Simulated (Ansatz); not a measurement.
The start is a relaxed Cr2N cell shaken by Gaussian noise of σ = 0.08 Å a coordinate. A full variable-cell relaxation at zero pressure is run with PBEsol (plane waves to 420 eV, PAW, scalar-relativistic; Ansatz, an electronic-structure program). The first steps use a coarse 6×6×5 k-mesh.

The start:
```yaml
crystal:
  lattice:
    - [4.71882, 0.00000, 0.00000]
    - [-2.35941, 4.08662, 0.00000]
    - [0.00000, 0.00000, 4.35893]
  atoms:
    - { symbol: Cr, position: [0.33117, 0.01400, 0.24547] }
    - { symbol: Cr, position: [0.00204, 0.31709, 0.27094] }
    - { symbol: Cr, position: [0.65352, 0.65377, 0.24420] }
    - { symbol: Cr, position: [0.95202, 0.65281, 0.72642] }
    - { symbol: Cr, position: [0.66538, 0.99613, 0.75738] }
    - { symbol: Cr, position: [0.32421, 0.31699, 0.74511] }
    - { symbol: N, position: [0.35576, 0.67098, 0.50675] }
    - { symbol: N, position: [0.65776, 0.29669, 0.47803] }
    - { symbol: N, position: [0.97155, 0.98696, 0.00416] }
```

- Initial pressure: +5 GPa (positive: the cell is compressed)
- Largest initial force: about 2.8 eV/Å, on Cr1 (atoms numbered as listed)
- Energy released: 0.09 eV/atom
- Relative to the parent: The parent structure is recovered, P-31m (No. 162)
- Shortest distances (start → end): The closest pairs of elements (up to four, under 3.6 Å), start → end: Cr–N 1.77 → 1.89 Å; Cr–Cr 2.53 → 2.65 Å; N–N 2.56 → 2.72 Å
- Band gap at the end: no gap (metallic)
- Optimiser moves: 7

Relaxed structure:

Space group P-31m (No. 162); a = b = 4.719 Å, c = 4.359 Å, α = β = 90.00°, γ = 120.00°

```
atom  site  symmetry       x       y       z
----  ----  --------  ------  ------  ------
Cr      6k       ..m  0.3263  0.3263  0.2467
N       2c       3.2  0.3333  0.6667  0.0000
N       1b      -3.m  0.0000  0.0000  0.5000
```

Final values are on a 11×11×11 k-mesh of the relaxed cell. No spin polarisation in the result. The relaxed primitive cell holds an odd number of electrons. A magnetic state may lie lower.
